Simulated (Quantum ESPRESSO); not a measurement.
## Y2MgF8 (one run as intended and one with a planted mistake)

Simulated, not a measurement. The program is pw.x of Quantum ESPRESSO 7.5 (plane-wave density functional theory). The cell is made up: 11 atoms on a fluorite lattice with one site empty, with randomly drawn elements, strain and displacements, not relaxed. PseudoDojo standard norm-conserving files (v0.5 for PBE, v0.4.1 for LDA and PBEsol) set the functional; there is no spin polarisation, spin-orbit coupling or dispersion term, and the masses in the input are unused placeholders.

Intended input:

```
&control calculation='scf', pseudo_dir='./dojo.nc.sr.pbe.v0_5.standard.upf', outdir='./o', disk_io='low', tprnfor=.true., tstress=.true. /
&system ibrav=0, nat=11, ntyp=3, nbnd=50, ecutwfc=84.00895049, nosym=.true., tot_charge=0,
 occupations='smearing', smearing='fd', degauss=0.0018374661
/
&electrons conv_thr=7.350e-09, electron_maxstep=60, /
ATOMIC_SPECIES
F 1.0 F.upf
Mg 1.0 Mg.upf
Y 1.0 Y.upf
CELL_PARAMETERS angstrom
5.2081 0.0 0.0
0.0 5.2081 0.0
0.0 0.0 5.2081
ATOMIC_POSITIONS angstrom
Y -0.0056 -0.0396 -0.0826
Mg -0.0287 2.4612 2.5486
Y 2.5535 2.5612 0.0883
F 1.3359 1.3519 1.2499
F 1.3146 1.3079 3.8299
F 1.3349 3.8217 1.2396
F 1.2791 3.8535 4.0649
F 3.9429 1.3012 1.2519
F 3.7582 1.3173 3.9217
F 3.9559 3.9768 1.2184
F 3.8467 3.9448 3.9188
K_POINTS automatic
4 4 4 1 1 1
```

The log is shortened where brackets say so; the opening notice, blank lines, dates and the lines on written files are dropped, and the path of the files is cut. It prints rydbergs, bohrs and kilobars, and counts compression as positive stress. Where no state is partly filled, the Fermi energy that it prints is only some level between the filled and the empty states on the mesh, and need not lie in the true gap.

Log of the intended run:

```
     Program PWSCF v.7.5
     Parallel version (MPI & OpenMP), running on       4 processor cores
     Number of MPI processes:                 4
     Threads/MPI process:                     1
     [start-up lines left out]
     bravais-lattice index     =            0
     lattice parameter (alat)  =       9.8419  a.u.
     unit-cell volume          =     953.3109 (a.u.)^3
     number of atoms/cell      =           11
     number of atomic types    =            3
     number of electrons       =        88.00
     number of Kohn-Sham states=           50
     kinetic-energy cutoff     =      84.0090  Ry
     charge density cutoff     =     336.0358  Ry
     scf convergence threshold =      7.3E-09
     mixing beta               =       0.7000
     number of iterations used =            8  plain     mixing
     Exchange-correlation= PBE
                           (   1   4   3   4   0   0   0)
     [axes and pseudopotential details left out]
   Cartesian axes
     site n.     atom                  positions (alat units)
         1        Y      tau(   1) = (  -0.0010752  -0.0076035  -0.0158599  )
         2        Mg     tau(   2) = (  -0.0055106   0.4725716   0.4893531  )
         3        Y      tau(   3) = (   0.4902940   0.4917724   0.0169544  )
         4        F      tau(   4) = (   0.2565043   0.2595764   0.2399916  )
         5        F      tau(   5) = (   0.2524145   0.2511281   0.7353737  )
         6        F      tau(   6) = (   0.2563123   0.7337993   0.2380139  )
         7        F      tau(   7) = (   0.2455982   0.7399051   0.7804958  )
         8        F      tau(   8) = (   0.7570707   0.2498416   0.2403756  )
         9        F      tau(   9) = (   0.7216067   0.2529329   0.7530001  )
        10        F      tau(  10) = (   0.7595668   0.7635798   0.2339433  )
        11        F      tau(  11) = (   0.7385995   0.7574355   0.7524433  )
     number of k points=    32  Fermi-Dirac smearing, width (Ry)=  0.0018
                       cart. coord. in units 2pi/alat
        k(    1) = (   0.1250000   0.1250000   0.1250000), wk =   0.0625000
        k(    2) = (   0.1250000   0.1250000   0.3750000), wk =   0.0625000
     [further k points left out]
     Dense  grid:    99225 G-vectors     FFT dimensions: (  60,  60,  60)
     Estimated max dynamical RAM per process >     218.07 MB
     Estimated total dynamical RAM >     799.61 MB
     Initial potential from superposition of free atoms
     starting charge      87.9902, renormalised to      88.0000
     Starting wfcs are   57 randomized atomic wfcs
     total cpu time spent up to now is        3.5 secs
     per-process dynamical memory:   154.9 Mb
     Self-consistent Calculation
     iteration #  1     ecut=    84.01 Ry     beta= 0.70
     Davidson diagonalization with overlap
     ethr =  1.00E-02,  avg # of iterations =  2.1
     total cpu time spent up to now is        8.6 secs
     total energy              =    -677.43140948 Ry
     estimated scf accuracy    <       1.55695135 Ry
     iteration #  2     ecut=    84.01 Ry     beta= 0.70
     Davidson diagonalization with overlap
     ethr =  1.77E-03,  avg # of iterations =  3.1
     total cpu time spent up to now is       15.1 secs
     total energy              =    -677.87455990 Ry
     estimated scf accuracy    <       1.28870189 Ry
     [iterations 3 to 9 left out]
     iteration # 10     ecut=    84.01 Ry     beta= 0.70
     Davidson diagonalization with overlap
     ethr =  9.65E-11,  avg # of iterations =  2.0
     total cpu time spent up to now is       67.3 secs
     total energy              =    -678.13337467 Ry
     estimated scf accuracy    <          7.7E-09 Ry
     iteration # 11     ecut=    84.01 Ry     beta= 0.70
     Davidson diagonalization with overlap
     ethr =  8.80E-12,  avg # of iterations =  3.6
     total cpu time spent up to now is       74.3 secs
     End of self-consistent calculation
     [lines on levels left out]
     the Fermi energy is     8.7267 ev
!    total energy              =    -678.13337467 Ry
     estimated scf accuracy    <          6.4E-10 Ry
     smearing contrib. (-TS)   =       0.00000000 Ry
     internal energy E=F+TS    =    -678.13337467 Ry
     The total energy is F=E-TS. E is the sum of the following terms:
     one-electron contribution =    -302.23079495 Ry
     hartree contribution      =     195.38601187 Ry
     xc contribution           =    -137.20111724 Ry
     ewald contribution        =    -434.08747436 Ry
     convergence has been achieved in  11 iterations
     Forces acting on atoms (cartesian axes, Ry/au):
     atom    1 type  3   force =    -0.01091675    0.02038037   -0.00135518
     atom    2 type  2   force =    -0.00223628    0.00762682    0.00940839
     atom    3 type  3   force =     0.06173187    0.02610730   -0.05996655
     atom    4 type  1   force =    -0.05945341   -0.03327317    0.02707471
     atom    5 type  1   force =    -0.05229903    0.01553908    0.00004594
     atom    6 type  1   force =    -0.05162771    0.02298277    0.05632996
     atom    7 type  1   force =    -0.01871784   -0.01957602   -0.05444140
     atom    8 type  1   force =     0.03511490    0.02606123    0.02616139
     atom    9 type  1   force =     0.06263699    0.01044786   -0.01408251
     atom   10 type  1   force =     0.00987319   -0.04494669    0.02566955
     atom   11 type  1   force =     0.02589408   -0.03134955   -0.01484430
     Total force =     0.196647     Total SCF correction =     0.000075
     Computing stress (Cartesian axis) and pressure
          total   stress  (Ry/bohr**3)                   (kbar)     P=       76.57
   0.00050856  -0.00006995  -0.00017560           74.81      -10.29      -25.83
  -0.00006995   0.00059051   0.00002931          -10.29       86.87        4.31
  -0.00017560   0.00002931   0.00046236          -25.83        4.31       68.02
     init_run     :      3.18s CPU      3.30s WALL (       1 calls)
     electrons    :     70.52s CPU     70.82s WALL (       1 calls)
     forces       :      1.25s CPU      1.25s WALL (       1 calls)
     stress       :      4.00s CPU      4.00s WALL (       1 calls)
     [timing details left out]
     PWSCF        :   1m19.17s CPU   1m19.64s WALL
     JOB DONE.
```

A second run has one planted mistake: two atoms have their elements exchanged. The input lines that differ, file-writing options aside:

```
- Y -0.0056 -0.0396 -0.0826
+ Mg -0.0056 -0.0396 -0.0826
- Mg -0.0287 2.4612 2.5486
+ Y -0.0287 2.4612 2.5486
```

Its log:

```
     Program PWSCF v.7.5
     Parallel version (MPI & OpenMP), running on       4 processor cores
     Number of MPI processes:                 4
     Threads/MPI process:                     1
     [start-up lines left out]
     bravais-lattice index     =            0
     lattice parameter (alat)  =       9.8419  a.u.
     unit-cell volume          =     953.3109 (a.u.)^3
     number of atoms/cell      =           11
     number of atomic types    =            3
     number of electrons       =        88.00
     number of Kohn-Sham states=           50
     kinetic-energy cutoff     =      84.0090  Ry
     charge density cutoff     =     336.0358  Ry
     scf convergence threshold =      7.3E-09
     mixing beta               =       0.7000
     number of iterations used =            8  plain     mixing
     Exchange-correlation= PBE
                           (   1   4   3   4   0   0   0)
     [axes and pseudopotential details left out]
   Cartesian axes
     site n.     atom                  positions (alat units)
         1        Mg     tau(   1) = (  -0.0010752  -0.0076035  -0.0158599  )
         2        Y      tau(   2) = (  -0.0055106   0.4725716   0.4893531  )
         3        Y      tau(   3) = (   0.4902940   0.4917724   0.0169544  )
         4        F      tau(   4) = (   0.2565043   0.2595764   0.2399916  )
         5        F      tau(   5) = (   0.2524145   0.2511281   0.7353737  )
         6        F      tau(   6) = (   0.2563123   0.7337993   0.2380139  )
         7        F      tau(   7) = (   0.2455982   0.7399051   0.7804958  )
         8        F      tau(   8) = (   0.7570707   0.2498416   0.2403756  )
         9        F      tau(   9) = (   0.7216067   0.2529329   0.7530001  )
        10        F      tau(  10) = (   0.7595668   0.7635798   0.2339433  )
        11        F      tau(  11) = (   0.7385995   0.7574355   0.7524433  )
     number of k points=    32  Fermi-Dirac smearing, width (Ry)=  0.0018
                       cart. coord. in units 2pi/alat
        k(    1) = (   0.1250000   0.1250000   0.1250000), wk =   0.0625000
        k(    2) = (   0.1250000   0.1250000   0.3750000), wk =   0.0625000
     [further k points left out]
     Dense  grid:    99225 G-vectors     FFT dimensions: (  60,  60,  60)
     Estimated max dynamical RAM per process >     218.07 MB
     Estimated total dynamical RAM >     799.61 MB
     Initial potential from superposition of free atoms
     starting charge      87.9902, renormalised to      88.0000
     Starting wfcs are   57 randomized atomic wfcs
     total cpu time spent up to now is        3.6 secs
     per-process dynamical memory:   154.9 Mb
     Self-consistent Calculation
     iteration #  1     ecut=    84.01 Ry     beta= 0.70
     Davidson diagonalization with overlap
     ethr =  1.00E-02,  avg # of iterations =  2.0
     total cpu time spent up to now is        9.3 secs
     total energy              =    -677.43038891 Ry
     estimated scf accuracy    <       1.55096358 Ry
     iteration #  2     ecut=    84.01 Ry     beta= 0.70
     Davidson diagonalization with overlap
     ethr =  1.76E-03,  avg # of iterations =  3.1
     total cpu time spent up to now is       16.1 secs
     total energy              =    -677.86479960 Ry
     estimated scf accuracy    <       1.33431827 Ry
     [iterations 3 to 9 left out]
     iteration # 10     ecut=    84.01 Ry     beta= 0.70
     Davidson diagonalization with overlap
     ethr =  1.63E-10,  avg # of iterations =  2.0
     total cpu time spent up to now is       71.8 secs
     total energy              =    -678.13450618 Ry
     estimated scf accuracy    <       0.00000001 Ry
     iteration # 11     ecut=    84.01 Ry     beta= 0.70
     Davidson diagonalization with overlap
     ethr =  1.36E-11,  avg # of iterations =  3.8
     total cpu time spent up to now is       78.2 secs
     End of self-consistent calculation
     [lines on levels left out]
     the Fermi energy is     8.4984 ev
!    total energy              =    -678.13450618 Ry
     estimated scf accuracy    <          1.8E-09 Ry
     smearing contrib. (-TS)   =       0.00000000 Ry
     internal energy E=F+TS    =    -678.13450618 Ry
     The total energy is F=E-TS. E is the sum of the following terms:
     one-electron contribution =    -301.72811910 Ry
     hartree contribution      =     195.14855795 Ry
     xc contribution           =    -137.15900308 Ry
     ewald contribution        =    -434.39594196 Ry
     convergence has been achieved in  11 iterations
     Forces acting on atoms (cartesian axes, Ry/au):
     atom    1 type  2   force =    -0.01326192   -0.02544636   -0.00923886
     atom    2 type  3   force =    -0.01314086    0.07583532    0.05058161
     atom    3 type  3   force =     0.06223072    0.04859429   -0.07731142
     atom    4 type  1   force =    -0.04888625   -0.06137459    0.00425934
     atom    5 type  1   force =    -0.04351276   -0.01520971    0.02716887
     atom    6 type  1   force =    -0.05006116    0.03101908    0.04618513
     atom    7 type  1   force =    -0.04727055    0.00786024   -0.02563997
     atom    8 type  1   force =     0.02319832   -0.01477607   -0.01242861
     atom    9 type  1   force =     0.06137200   -0.00302521   -0.00260597
     atom   10 type  1   force =     0.02838440   -0.02337770   -0.00099924
     atom   11 type  1   force =     0.04094806   -0.02009928    0.00002913
     Total force =     0.217537     Total SCF correction =     0.000113
     Computing stress (Cartesian axis) and pressure
          total   stress  (Ry/bohr**3)                   (kbar)     P=       65.04
   0.00045570  -0.00007881  -0.00003986           67.04      -11.59       -5.86
  -0.00007881   0.00026633   0.00000284          -11.59       39.18        0.42
  -0.00003986   0.00000284   0.00060444           -5.86        0.42       88.92
     init_run     :      3.43s CPU      3.58s WALL (       1 calls)
     electrons    :     74.26s CPU     74.56s WALL (       1 calls)
     forces       :      1.15s CPU      1.15s WALL (       1 calls)
     stress       :      3.55s CPU      3.55s WALL (       1 calls)
     [timing details left out]
     PWSCF        :   1m22.50s CPU   1m22.98s WALL
     JOB DONE.
```

```
                                            intended run  run with the mistake
                          free energy (eV)     -9226.475             -9226.490
                    smearing term -TS (eV)        0.0000                0.0000
                            pressure (GPa)          7.66                  6.50
            largest force component (eV/Å)         1.610                 1.988
largest change of a force component (eV/Å)                               1.754
                                iterations            11                    11
```

For scale, a rerun of the intended cell at 1437 eV and a 6 x 6 x 6 mesh moved values by no more than 0.004 eV in energy, 0.02 GPa in stress and 0.002 eV/Å in force.